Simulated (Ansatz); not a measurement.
BaO (rock salt, space group No. 225), PBEsol in the plane-wave PAW code Ansatz: ε∞ = 4.28, cell volume 41.37 Å³. Infrared-active transverse modes:

```
ω_TO (cm⁻¹)  oscillator strength S_xx (e²/amu)
-----------  ---------------------------------
74.7                                    0.5381
```

Task: Compute the static dielectric constant.

Result: Each mode adds (4.921e7/V) S/ω²: 114.68. So ε0 = 119.

Task: What LO frequency does the Lyddane–Sachs–Teller relation give?

Result: ω_LO = ω_TO √(ε0/ε∞) = 394 cm⁻¹.

Space group Fm-3m (rock salt). The PBEsol relaxation kept the symmetry of its start. Spin–orbit coupling is left out wherever it is not named.

Potentials: the earlier of the program's two PAW sets. The files were generated under PBE; for other functionals the program regenerates the frozen cores, and for LDA and PBEsol the local potential too.
